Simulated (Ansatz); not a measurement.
BaO₂:
```yaml
crystal:
  lattice:
    - [-1.86693, 1.86693, 3.31997]
    - [1.86693, -1.86693, 3.31997]
    - [1.86693, 1.86693, -3.31997]
  atoms:
    - { symbol: Ba, position: [0.00000, 0.00000, 0.00000] }
    - { symbol: O, position: [0.39075, 0.39075, 0.00000] }
    - { symbol: O, position: [0.60925, 0.60925, 0.00000] }
```

Relaxed with LDA. Special points in fractions of this cell's reciprocal vectors: Γ (0.000, 0.000, 0.000); X (0.000, 0.000, 0.500); P (0.250, 0.250, 0.250); N (0.000, 0.500, 0.000); M (0.500, 0.500, -0.500); S (0.329, 0.671, -0.329); S0 (-0.329, 0.329, 0.329); R (-0.158, 0.158, 0.500); G (0.500, 0.500, -0.158).

### Question
List the band energies nearest the valence-band maximum at these points for LDA in the plane-wave PAW code Ansatz.

### Answer
In eV from the valence-band maximum; about four levels below and three above (degenerate sets whole), none deeper than 8.9 eV; points with the same levels are listed once.

```json
[
 {"k": "Γ", "below": "-3.74 -3.74 -1.31 -1.31", "above": "3.22 4.78 5.48"},
 {"k": "X", "below": "-3.24 -3.21 -2.55 -0.27", "above": "5.15 6.59 6.89"},
 {"k": "P", "below": "-3.31 -3.31 -1.35 -1.35", "above": "3.75 6.64 6.64"},
 {"k": "N", "below": "-5.03 -4.98 -0.52 -0.44", "above": "3.34 5.06 6.20"},
 {"k": "M", "below": "-3.63 -3.63 0.00 0.00", "above": "1.93 4.66 6.20"},
 {"k": "S", "below": "-4.71 -4.61 -0.32 -0.24", "above": "4.41 4.83 5.72"},
 {"k": "R", "below": "-4.28 -3.33 -1.74 -0.20", "above": "5.02 6.16 6.57"}
]
```

Space group I4/mmm (MoSi2 or CaC2 type). The workflow started from a Materials Project entry (that database holds measured and hypothetical structures alike); the Crystallography Open Database files this formula in space group No. 139, but the cells were not matched. Whether it is the stable phase at ambient conditions was not checked. The LDA relaxation kept the symmetry of its start; whether a distortion lowers the energy is not shown. Spin–orbit coupling is left out wherever it is not named.

Potentials: the later of the program's two PAW sets.
